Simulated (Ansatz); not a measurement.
WSe$_{2}$:
```xyz
6
Lattice="3.3026 0.0000 0.0000 -1.6513 2.8601 0.0000 0.0000 0.0000 13.2274" Properties=species:S:1:pos:R:3 pbc="T T T"
W      0.0000     1.9068     3.3068
W      1.6513     0.9534     9.9205
Se     0.0000     1.9068     8.2569
Se     1.6513     0.9534     1.6432
Se     1.6513     0.9534     4.9705
Se     0.0000     1.9068    11.5842
```

Relaxed with r²SCAN+D4.

**Question.** Map the valence electron density (e/Å³), cut off at 2 on the plane through (0.333, 0.667, 0.250) spanned by u = [0, 0, 1] and v = [1, -1, 0] in lattice vectors, from plane-wave PAW r²SCAN+D4 (Ansatz code).

**Answer.** x is the fraction of u, y of v (the angle between them is 90°; rows are the nearest grid lines); atoms in the plane: W at (0.00, 0.00), W at (0.50, 0.33), Se at (0.37, 0.00), Se at (0.87, 0.33), Se at (0.13, 0.33), Se at (0.63, 0.00).
```
|9993100000002999992112999992000000013999|
|9993100000002999982112899992000000013999|
|9951100000001399932112399931000000011599|
|9621000000001234321111234321000000001269|
|3210000000000122211111122210000000000123|
|1100000000000011111001111100000000000011|
|0000000000000000000000000000000000000000|
|0000000000000000000000000000000000000000|
|0000000000000000000000000000000000000000|
|0000000000000000000000000000000000000000|
|0001110000000000000110000000000000111000|
|1111121100000000001111000000000011211111|
|1112333100000000011441100000000013332111|
|1123696310000000114994110000000136963211|
|0127999820000000129999210000000289997210|
|0129999920000000139999310000000299999210|
|0128999920000000139999310000000299998210|
|1126999720000000129999210000000279996211|
|1123575210000011224884221100000125753211|
|3223332100000122322332232210000012333223|
|8632221000001245432222345421000001222368|
|9952110000001399942112499931000000112599|
|9993100000002999982112899992000000013999|
|9993100000002999992112999992000000013999|
```
Scale: ten equal steps from 0.013 (start of '0') to 2.00 (end of '9'), in the order '0123456789'; x runs from 0.000 to 1.00, y from 0.000 (bottom) to 1.00 (top).

The density is the valence pseudo-density with augmentation charge, so density and ELF within about 1 Å of a nucleus are not all-electron values.

Space group P6_3/mmc. The r²SCAN+D4 relaxation kept the symmetry of its start. No spin polarisation was allowed. Scalar-relativistic: spin–orbit coupling is off unless named, which matters more the heavier the elements.

Potentials: the later of the program's two PAW sets.
